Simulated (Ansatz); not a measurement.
# Strain and the gap of CsGeF3 (cubic perovskite)

CsGeF3 built on the cubic perovskite prototype, relaxed with r2SCAN in the plane-wave code Ansatz. It is cubic, Pm-3m (No. 221); conventional cell a = 4.497 Å, 18.18 Å³ an atom. Cs is surrounded by 12 F at 3.18 Å; Ge is surrounded by 6 F at 2.25 Å; F is surrounded by 2 Ge at 2.25 Å and 4 Cs at 3.18 Å.

The axes x, y and z are those of this cell:
```
CELL_PARAMETERS angstrom
4.49652 0.00000 0.00000
0.00000 4.49652 0.00000
0.00000 0.00000 4.49652
ATOMIC_POSITIONS crystal
Cs 0.00000 0.00000 0.00000
Ge 0.50000 0.50000 0.50000
F 0.50000 0.50000 0.00000
F 0.50000 0.00000 0.50000
F 0.00000 0.50000 0.50000
```

Unstrained: PBE gives a direct gap of 1.857 eV at R. r2SCAN gives a direct gap of 2.106 eV at R. HSE06 gives a direct gap of 2.791 eV at R. Meshes: PBE 6×6×6, r2SCAN 6×6×6, HSE06 4×4×4. Strains are changes of length per length. After each strain the atoms were relaxed again with r2SCAN within the symmetry that the strain leaves, so tilts or polar shifts that break it weren't tested; points keep the names that they have in the unstrained zone. Values at 0 K without nuclear motion; spin polarisation is off, and the phase may be a hypothetical one.

Changes of the least gap in eV (an overlap counts as a negative gap):
```json
{"strain": "uniaxial -0.5 % along z", "volume change (%)": "-0.5", "space group": "P4/mmm", "PBE": "-0.036", "r2SCAN": "-0.038", "HSE06": "-0.040", "energy rise, r2SCAN (meV/atom)": "0.1"}
{"strain": "isotropic -1.5 % on every length", "volume change (%)": "-4.4", "space group": "Pm-3m", "PBE": "-0.224", "r2SCAN": "-0.235", "HSE06": "-0.260", "energy rise, r2SCAN (meV/atom)": "7.1"}
{"strain": "epitaxial -1.0 % in the xy plane, free normal strain +0.85 %", "volume change (%)": "-1.2", "space group": "P4/mmm", "PBE": "-0.146", "r2SCAN": "-0.157", "HSE06": "-0.157", "energy rise, r2SCAN (meV/atom)": "1.2"}
{"strain": "uniaxial -2.0 % along x", "volume change (%)": "-2.0", "space group": "P4/mmm", "PBE": "-0.149", "r2SCAN": "-0.158", "HSE06": "-0.166", "energy rise, r2SCAN (meV/atom)": "2.4"}
```

Uniaxial -0.5 % along z, other directions held. HSE06: the gap goes from 2.791 to 2.751 eV (-0.040 eV). Stress change with r2SCAN, compression positive: xx +0.20, yy +0.20, zz +0.49 GPa.

Isotropic -1.5 % on every length. HSE06: the gap goes from 2.791 to 2.531 eV (-0.260 eV). Stress change with r2SCAN, compression positive: xx +2.92, yy +2.92, zz +2.92 GPa. For HSE06, dE_g/d ln V = 5.7 eV over this step.

Epitaxial -1.0 % in the xy plane, free normal strain +0.85 %. HSE06: the gap goes from 2.791 to 2.634 eV (-0.157 eV). Stress change with r2SCAN, compression positive: xx +1.07, yy +1.07, zz +0.01 GPa.

Uniaxial -2.0 % along x, other directions held. HSE06: the gap goes from 2.791 to 2.625 eV (-0.166 eV). Stress change with r2SCAN, compression positive: xx +2.11, yy +0.83, zz +0.83 GPa.

Spin-orbit coupling is left out.

The meshes of the hybrids are coarse, so their gaps aren't converged to the digits shown.
